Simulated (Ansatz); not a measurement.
An Ansatz (a first-principles code) run. Input:

Ansatz 0.2 input:
```yaml
crystal:
  lattice:
    - [2.9967507446, 0.0, 0.0]
    - [-1.4983753723, 2.5952622737, 0.0]
    - [0.0, 0.0, 7.3068023049]
  atoms:
    - { symbol: Mg, position: [0.3333333333, 0.6666666667, 0.6663220563] }
    - { symbol: Mg, position: [0.6666666667, 0.3333333333, 0.3336779437] }
    - { symbol: Zn, position: [0.0, 0.0, 0.0] }
    - { symbol: O, position: [0.3333333333, 0.6666666667, 0.1711817503] }
    - { symbol: O, position: [0.6666666667, 0.3333333333, 0.8288182497] }
    - { symbol: O, position: [0.0, 0.0, 0.5] }
kpoints:
  mp_grid: { grid: [11, 11, 4] }
hamiltonian:
  xc: pbesol
  pseudopotentials: { kind: paw }
scf:
  occupations: { method: fixed }
dielectric: {}
```

Output (shortened):

```
Pseudopotential: Mg, paw, valence charge 10
Pseudopotential: Zn, paw, valence charge 12
Pseudopotential: O, paw, valence charge 6
Functional definition: PBEsol
Crystal: 6 atoms, lattice volume = 56.828 Å³
Basis set: ecut = 420 eV, 1057 PW (Γ), exchange–correlation on 48×48×100 points (8 copies of the dense FFT grid, shifted against one another)
Bands: 31, of which v1, the nominal top of the filled ones, is band 25 counted from 1 (24 counted from 0)
Symmetry: 12 space group operations
k-points: 138 of 484 (irreducible under 2 space group operations, time reversal used)
SCF iter   1: F=—  HF=-8793.694198 eV  |F-HF|=—  |Δ(HF+E_count)|=         —  Δρ=1.58e-2  dr2=1.13e-1  ethr=1.77e-3  ⟨swp⟩=4.9  Hψ=16365  notcnv=0  defer=543
preconditioner: auto → Resta (q_TF=auto, 2.671 Å⁻¹)
SCF iter   2: F=—  HF=-8793.660859 eV  |F-HF|=—  |Δ(HF+E_count)|=   3.33e-2  Δρ=2.46e-3  dr2=1.82e-3  ethr=2.26e-4  ⟨swp⟩=2.2  Hψ=7245  notcnv=0  defer=548
SCF iter   3: F=—  HF=-8793.660493 eV  |F-HF|=—  |Δ(HF+E_count)|=   3.65e-4  Δρ=1.29e-3  dr2=6.32e-4  ethr=3.64e-6  ⟨swp⟩=2.0  Hψ=5947  notcnv=0  defer=550
SCF iter   4: F=—  HF=-8793.660432 eV  |F-HF|=—  |Δ(HF+E_count)|=   6.15e-5  Δρ=2.45e-4  dr2=2.47e-5  ethr=1.26e-6  ⟨swp⟩=2.2  Hψ=7269  notcnv=0  defer=428
SCF iter   5: F=—  HF=-8793.660438 eV  |F-HF|=—  |Δ(HF+E_count)|=   6.29e-6  Δρ=9.22e-5  dr2=4.14e-6  ethr=4.94e-8  ⟨swp⟩=2.0  Hψ=6048  notcnv=0  defer=234
SCF iter   6: F=—  HF=-8793.660436 eV  |F-HF|=—  |Δ(HF+E_count)|=   2.47e-6  Δρ=6.15e-5  dr2=1.20e-6  ethr=8.27e-9  ⟨swp⟩=2.0  Hψ=5977  notcnv=0  defer=233
SCF iter   7: F=—  HF=-8793.660436 eV  |F-HF|=—  |Δ(HF+E_count)|=   7.15e-8  Δρ=2.35e-5  dr2=2.14e-7  ethr=2.40e-9  ⟨swp⟩=2.0  Hψ=5977  notcnv=0  defer=233
SCF iter   8: F=—  HF=-8793.660436 eV  |F-HF|=—  |Δ(HF+E_count)|=   4.65e-8  Δρ=4.10e-6  dr2=1.40e-8  ethr=4.27e-10  ⟨swp⟩=2.1  Hψ=6024  notcnv=0  defer=233
SCF iter  11: F=-8793.660436 eV  HF=-8793.660436 eV  |F-HF|=1.82e-11  |Δ(HF+E_count)|=  1.82e-11  Δρ=2.68e-7  dr2=3.09e-11  ethr=1.00e-12  ⟨swp⟩=8.0  Hψ=15483  notcnv=0
SCF 1 converged in 11 iterations: F = -8793.660436 eV  dr2 = 3.09e-11
NSCF: frozen V_eff on 6 k-points
DFPT response loops at Γ: preconditioner auto → Resta (q_TF=auto, 2.671 Å⁻¹)  ε∞=4.4 (no band partly filled) …
── the response to a field inside a basis, on 12×12×4 k-points: an SCF that follows is theirs, and a resumed run solves both again ──
Crystal: 6 atoms, lattice volume = 56.828 Å³
Bands: 26, of which v1, the nominal top of the filled ones, is band 25 counted from 1 (24 counted from 0)
k-points: 156 of 576 (irreducible under 4 space group operations)
SCF iter   1: F=—  HF=-8793.646230 eV  |F-HF|=—  |Δ(HF+E_count)|=         —  Δρ=6.82e-4  dr2=5.16e-5  ethr=1.00e-1
preconditioner: auto → Resta (q_TF=auto, 2.671 Å⁻¹)
SCF iter   2: F=—  HF=-8793.646233 eV  |F-HF|=—  |Δ(HF+E_count)|=   2.99e-6  Δρ=3.82e-4  dr2=2.82e-5  ethr=1.03e-7
SCF iter   3: F=—  HF=-8793.646235 eV  |F-HF|=—  |Δ(HF+E_count)|=   1.53e-6  Δρ=1.03e-4  dr2=1.09e-6  ethr=5.65e-8
SCF iter   4: F=—  HF=-8793.646232 eV  |F-HF|=—  |Δ(HF+E_count)|=   2.10e-6  Δρ=2.81e-5  dr2=2.70e-7  ethr=2.19e-9
SCF iter   5: F=-8793.646232 eV  HF=-8793.646232 eV  |F-HF|=4.15e-8  |Δ(HF+E_count)|=   8.48e-8  Δρ=7.99e-6  dr2=1.25e-8  ethr=5.40e-10
SCF 1 converged in 5 iterations: F = -8793.646232 eV  dr2 = 1.25e-8
DFPT response loops at Γ: preconditioner auto → Resta (q_TF=auto, 2.671 Å⁻¹)  ε∞=4.2 (no band partly filled) …
SCF converged after 11 iterations
Free energy (F): -8793.660436 eV
Harris-Foulkes:  -8793.660436 eV  (|F-HF|=1.82e-11)
Internal energy: -8793.660436 eV  (E = F + TS)
E sigma→0 (E₀):  -8793.660436 eV
Fermi energy:    8.784583 eV
--- Per-component energies (eV) ---
  E_band       = -505.326264
  E_kinetic    = 816.125515
  E_local      = -4926.886594  (includes V_loc(G=0)·N_el)
  E_nonlocal   = 958.643661
  E_hartree    = 1812.475591
  E_xc         = -415.523192
  E_vxc        = -412.895914  (∫ρ·V_xc dr)
  E_paw        = -2815.812869  (= ΣΔE_a)
  E_vpaw       = -565.271179  (= ΣTr[D̂ρ^β])
  E_aug_tail   = 0.007014  (compensation charges beyond the density's cutoff)
  E_ewald      = -4223.710506
  E_core_change = 1.020943  (= ΣΔE_core)
  E_smearing   =  0.000000  (= −TS)
  E_closure    = 0.000000  (closes the sum)
  Σ components = -8793.660436   (vs F -8793.660436, Δ=0.00e0)
  [band-id]    e_kinetic+e_local+e_nonlocal+2·e_hartree+e_vxc+e_vpaw+e_augmentation_tail = -505.326314   (vs E_band -505.326264, Δ=-5.02e-5)
--- Band table (eV; the first three rows and the last of 138) ---
  k-point 0: bands = ["-63.4999", "-63.4955", "-30.4846", "-30.4413", "-30.4241", "-30.4241", "-30.4196", "-30.4196", "-8.9949", "-8.0846", "-7.8490", "3.0758", "3.9800", "3.9800", "4.6599", "4.6599", "4.6881", "5.4423", "7.7510", "7.7510", "8.2434", …
  k-point 1: bands = ["-63.4999", "-63.4955", "-30.4845", "-30.4414", "-30.4241", "-30.4241", "-30.4196", "-30.4196", "-8.9230", "-8.3372", "-7.6608", "2.8733", "3.9795", "3.9795", "4.6598", "4.6598", "4.9013", "5.7370", "7.7114", "7.8080", "7.8080", …
  k-point 2: bands = ["-63.4999", "-63.4955", "-30.4844", "-30.4414", "-30.4241", "-30.4241", "-30.4196", "-30.4196", "-8.7892", "-8.5676", "-7.5565", "2.7152", "3.9791", "3.9791", "4.6597", "4.6597", "4.9985", "6.6590", "6.6631", "7.9344", "7.9344", …
  k-point 137: bands = ["-63.4936", "-63.4917", "-30.4792", "-30.4737", "-30.4564", "-30.4456", "-30.4407", "-30.4355", "-7.8406", "-7.6186", "-7.2811", "3.3565", "3.5704", "4.0384", "4.1384", "4.3773", "4.9885", "5.1964", "5.4957", "5.9318", "6.8300", …
--- Dielectric response (ions clamped): 3 representative field directions + reference, inside a basis on a mesh of 576 k-points (Σ response iterations 15) ---
  ε∞ (high-frequency dielectric tensor):
        3.823076     0.000000     0.000000
        0.000000     3.823076     0.000000
        0.000000     0.000000     3.741919
  Born effective charges Z* (e; rows j = field, columns β = displacement):
    site 0:
         1.99951    0.00000    0.00000
         0.00000    1.99951    0.00000
         0.00000    0.00000    2.21969
    site 1:
         1.99951    0.00000    0.00000
         0.00000    1.99951    0.00000
         0.00000    0.00000    2.21969
    site 2:
         2.36380    0.00000    0.00000
         0.00000    2.36380    0.00000
         0.00000    0.00000    1.82697
    site 3:
        -2.18255    0.00000    0.00000
         0.00000   -2.18255    0.00000
         0.00000    0.00000   -2.01307
    site 4:
        -2.18255    0.00000    0.00000
         0.00000   -2.18255    0.00000
         0.00000    0.00000   -2.01307
    site 5:
        -1.99772    0.00000    0.00000
         0.00000   -1.99772    0.00000
         0.00000    0.00000   -2.24021
  Z* charge neutrality: 5.041e-3 e pre-enforcement
  solved inside a basis spanned on kpoints, on 12×12×4 k-points, its susceptibility summed on 16×16×6: ε∞ is read to err by 1.1e-2, Z* by 1.4e-2 e (field_mesh …
```

Cost: about 3 core-minutes (a rough figure) on shared cores.

Space group P-3m1. The first step of the workflow began from a Materials Project structure, measured or hypothetical; the Crystallography Open Database copy checked does not list it. With Mg and Zn taken as one species the cell has the higher symmetry Fm-3m, so it may be an ordered model of a mixed-site phase. Its standing as an ambient phase is unchecked. Symmetry was held in the PBEsol relaxation; of distortions, only those at the zone centre were tested.

Potentials: the later of the program's two PAW sets.

Ansatz is a plane-wave DFT program.
